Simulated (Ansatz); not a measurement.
Data:

CuI (zinc blende), conventional cell a = 6.0209 Å, b = 6.0209 Å, c = 6.0209 Å, α = 90.00°, β = 90.00°, γ = 90.00°. The calculation uses the primitive cell of 2 atoms, to which meshes and values per cell refer.

Equation-of-state scan: isotropic scaling of the cell above, V₀ being its volume. Symmetry pins the atoms to their sites.

Method: r2SCAN (plane waves to 500 eV, PAW, scalar-relativistic; Ansatz, a first-principles code). k mesh 10×10×10 (Γ-centred), Fermi-Dirac smearing 0.05 eV. The energy includes the smearing's −TS. Compression counts positive. CuI is run without spin polarisation. CuI was relaxed with its symmetry unable to fall. Spin-orbit coupling is left out, though I is heavy. The PAW data are Ansatz's earlier set. The zero of ΔE is the relaxed starting cell.

The scan covers V/V₀ from 0.900 to 1.100 in 9 points.

### Question
What is the fitted pressure derivative B₀′?

### Answer
5.2.

### Question
What bulk modulus B₀ follows from a third-order Birch-Murnaghan fit?

### Answer
43.8 GPa.

(A scan under strain: stresses follow from slopes of the energy per volume, elastic moduli from its curvatures.)
